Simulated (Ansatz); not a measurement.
# Ansatz 0.2.0, settings compared: NaFeW3

Input:

```yaml
crystal:
  lattice:
    - [3.432488, 0.0, 0.0]
    - [1.716244, -5.583835, 0.0]
    - [0.0, 0.0, -8.159399]
  atoms:
    - { symbol: Na, position: [0.7457, 0.5086, 0.75] }
    - { symbol: Na, position: [0.2543, 0.4914, 0.25] }
    - { symbol: Fe, position: [0.0, 0.0, 0.0] }
    - { symbol: Fe, position: [0.0, 0.0, 0.5] }
    - { symbol: W, position: [0.0842, 0.8316, 0.75] }
    - { symbol: W, position: [0.9158, 0.1684, 0.25] }
    - { symbol: W, position: [0.6278, 0.7444, 0.0563] }
    - { symbol: W, position: [0.3722, 0.2556, 0.5563] }
    - { symbol: W, position: [0.3722, 0.2556, 0.9437] }
    - { symbol: W, position: [0.6278, 0.7444, 0.4437] }
  symmetry: { tolerance: 0.0003 }
kpoints:
  mp_grid: { grid: [6, 6, 3], shift: [0, 0, 0] }
magnetization:
  spin_polarized: false
scf:
  occupations: { method: gaussian, width: 0.1337 }
hamiltonian:
  pseudopotentials: { kind: paw }
  xc: r2scan
basis:
  ecutwfc: 500
output:
  forces: true
  stress: true
  eigenvalues: true
```

The command:

```bash
ansatz run input.yaml --threads 1 --pin off --max-ram 2560MiB --backend cpu --events-out ev --progress --plain --runs-dir out
```

Origin of the cell: a known structure type with other elements, at an estimated volume, so it need not be a known compound.

Output of this run (shortened):

```
SCF iter   1: F=—  HF=-74314.014605 eV  Δρ=3.81e-2  dr2=2.33e0  dr2_τ=4.65e-1
SCF iter   2: F=—  HF=-74315.024976 eV  Δρ=9.14e-2  dr2=1.30e1  dr2_τ=2.15e-1  defer=149  recentre
SCF iter   3: F=—  HF=-74314.154283 eV  Δρ=8.77e-3  dr2=7.87e-2  dr2_τ=4.25e-3  defer=138
SCF iter   4: F=—  HF=-74314.165824 eV  Δρ=2.34e-3  dr2=1.36e-2  dr2_τ=3.25e-3  defer=122
SCF iter   5: F=—  HF=-74314.166656 eV  Δρ=1.25e-3  dr2=2.79e-3  dr2_τ=1.88e-4  defer=122
[… 2 lines left out …]
SCF iter   8: F=—  HF=-74314.166583 eV  Δρ=1.34e-4  dr2=2.62e-5  dr2_τ=3.82e-7  defer=122
SCF iter   9: F=—  HF=-74314.166545 eV  Δρ=1.21e-4  dr2=2.57e-5  dr2_τ=2.92e-7  defer=129
SCF iter  10: F=—  HF=-74314.166545 eV  Δρ=6.19e-5  dr2=6.25e-6  dr2_τ=8.24e-8  defer=129
SCF iter  11: F=—  HF=-74314.166544 eV  Δρ=1.58e-5  dr2=4.19e-7  dr2_τ=9.21e-9  defer=129
SCF iter  12: F=-74314.166544 eV  HF=-74314.166544 eV  Δρ=1.55e-6  dr2=4.31e-9  dr2_τ=1.50e-10
SCF 1 converged in 12 iterations: F = -74314.166544 eV  dr2 = 4.31e-9
SCF converged after 12 iterations
Free energy (F): -74314.166544 eV
Harris-Foulkes:  -74314.166544 eV  (|F-HF|=1.63e-9)
Internal energy: -74314.081387 eV  (E = F + TS)
E sigma→0 (E₀):  -74314.123966 eV
Entropy (-TS):   -0.085158 eV (-8.516 meV/atom)
Fermi energy:    17.248396 eV
--- Per-component energies (eV) ---
  E_band       = -1718.240121
  E_kinetic    = 3668.751800
  E_local      = -12739.736127  (includes V_loc(G=0)·N_el)
  E_nonlocal   = 681.555058
  E_hartree    = 5050.070873
  E_xc         = -1792.229420
  E_vxc        = -2004.572539  (∫ρ·V_xc dr)
  E_paw        = -54847.243929  (= ΣΔE_a)
  E_vpaw       = -1539.540444  (= ΣTr[D̂ρ^β])
  E_aug_tail   = 0.000223  (compensation charges beyond the density's cutoff)
  E_vtau       = 115.160912  (kinetic-family band-sum trace: ∫τ·v_τ [+ j·A + Jᵃ·Aᵃ] dr)
  E_ewald      = -14331.090688
  E_core_change = -4.159177  (= ΣΔE_core)
  E_smearing   = -0.085158  (= −TS)
  Σ components = -74314.166544   (vs F -74314.166544, Δ=0.00e0)
--- Forces (eV/Å), atoms counted from 1 ---
  atom   1  Na    -0.000000     2.544623    -0.000000
[… 4 lines left out …]
  atom   6  W     -0.000000     2.142812     0.000000
  atom   7  W      0.000000     0.483381    -0.834506
  atom   8  W      0.000000    -0.483381    -0.834506
  atom   9  W     -0.000000    -0.483381     0.834506
  atom  10  W     -0.000000     0.483381     0.834506
  max |Σ_I F_I| component: 4.44e-16 eV/Å
--- Stress (GPa, compression-positive) ---
       15.334416       0.000000      -0.000000
        0.000000       9.359305       0.000000
       -0.000000       0.000000      10.827158
  P = ⅓ Tr σ = 11.8403 GPa (118.403 kbar)
```

The same input was run again with these changes:

1. `hamiltonian.hubbard` default → { sites: [{ species: Fe, l: d, u_eff: 5.0 }], double_counting: fll }; `basis.ecutwfc` 500 → "29.4 Ry"
2. `scf.convergence.dr2_threshold` default → 1.0e-05
3. `scf.n_extra_bands` default → 2; `scf.convergence.dr2_threshold` default → 1.0e-11
4. `hamiltonian.dispersion` default → d4; `scf.eigensolver.kind` default → davidson

```json
{"run": "base", "end": "converged", "SCF iterations": "12", "P (GPa)": "11.84", "max force component (eV/Å)": "2.545", "moment (μB)": "–", "ΔE(σ→0) (meV/atom)": "0"}
{"run": "1", "end": "converged", "SCF iterations": "15", "P (GPa)": "11.67", "max force component (eV/Å)": "2.552", "moment (μB)": "–", "ΔE(σ→0) (meV/atom)": "–"}
{"run": "2", "end": "converged", "SCF iterations": "10", "P (GPa)": "11.84", "max force component (eV/Å)": "2.544", "moment (μB)": "–", "ΔE(σ→0) (meV/atom)": "0.00"}
{"run": "3", "end": "converged", "SCF iterations": "16", "P (GPa)": "11.84", "max force component (eV/Å)": "2.545", "moment (μB)": "–", "ΔE(σ→0) (meV/atom)": "0.00"}
{"run": "4", "end": "converged", "SCF iterations": "12", "P (GPa)": "10.58", "max force component (eV/Å)": "2.542", "moment (μB)": "–", "ΔE(σ→0) (meV/atom)": "–"}
```

Energies are compared only where functional, datasets, charge and starting cell are the same.

Caveats of the base run: no spin polarisation, so a magnetic state may lie lower; no spin-orbit coupling, though heavy elements are present; the k mesh is coarse if the cell is a metal.

Run 1: the cutoff lies below the datasets' advice.
Run 2: the SCF threshold is loose for forces; the printed levels are not confirmed.

Time of the base run: 48 s on 1 thread of Arm Neoverse V1, on a shared host, peak memory 0.86 GiB, from the program's own first density.
